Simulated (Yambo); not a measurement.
```xyz
4
Lattice="4.1819 0.0000 0.0000 -2.0909 3.6216 0.0000 0.0000 0.0000 6.8976" Properties=species:S:1:pos:R:3 pbc="T T T"
Cu     2.0909     1.2072     6.0243
Cu     0.0000     2.4144     2.5755
I      2.0909     1.2072     3.4599
I      0.0000     2.4144     0.0111
```

CuI (wurtzite, space group P6_3mc, No. 186): mean Im ε in 1 eV windows above the direct gap of 2.05 eV, for different electron-hole kernels (Yambo, broadening 0.15 eV, norm-conserving PBEsol (Quantum ESPRESSO, 92 Ry, with spin-orbit coupling) bands; 6×6×2 mesh, 20 valence and 6 conduction bands, static screening with 132 bands and a 4 Ry block, scissor 1.02 eV, Tamm-Dancoff; field along x).

```tsv
window (eV)	independent quasiparticles	RPA (no attraction)	BSE
2.1 to 3.1	1.4	1.4	1.6
3.1 to 4.1	2.4	2.3	4.2
4.1 to 5.1	6.1	5.8	6.8
```

This run doesn't resolve bound excitons or single peaks, so only averages are given, and they too depend on the mesh; weight that the attraction moves below the gap isn't listed. All transitions below 5.61 eV are in the band window. The scissor comes from a G0W0 run whose convergence isn't established.

The filled Cu 3d shell has no Hubbard U; semilocal functionals place it too high.

Geometry relaxed with PBEsol.

This is not the ordinary phase of the substance.
